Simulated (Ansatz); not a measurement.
CaF$_{2}$ (fluorite, space group No. 225), PBE (plane waves, PAW; program Ansatz). The conduction-band minimum lies at Γ, with 1 equivalent valley. Second derivatives d²E/dk² of the lowest band at one valley (eV·Å²), along Cartesian directions:

```tsv
direction	d²E/dk²
[100]	13.84
[010]	13.84
[001]	13.84
[110]	13.84
[101]	13.84
[011]	13.84
```

Question: Find the principal effective masses, the density-of-states mass and the conductivity mass.

Answer: Off-diagonal terms follow from H_xy = H[110] − (H_xx + H_yy)/2, and m*/mₑ = 7.620 eV·Å² over each eigenvalue: 0.55, 0.55, 0.55. One valley's DOS mass (m₁m₂m₃)^(1/3) = 0.55, conductivity mass 3/(Σ 1/mᵢ) = 0.55 mₑ.

Question: What effective density of states Nc follows at 300 K for parabolic valleys?

Answer: Nc = 2.509e19 × 1 × (0.55)^(3/2) ≈ 1.0e19 cm⁻³.

Space group Fm-3m (fluorite). The PBE relaxation kept the symmetry of its start.

Potentials: the earlier of the program's two PAW sets.

Edges and masses are those of Kohn–Sham bands, whose gap is no quasiparticle gap.
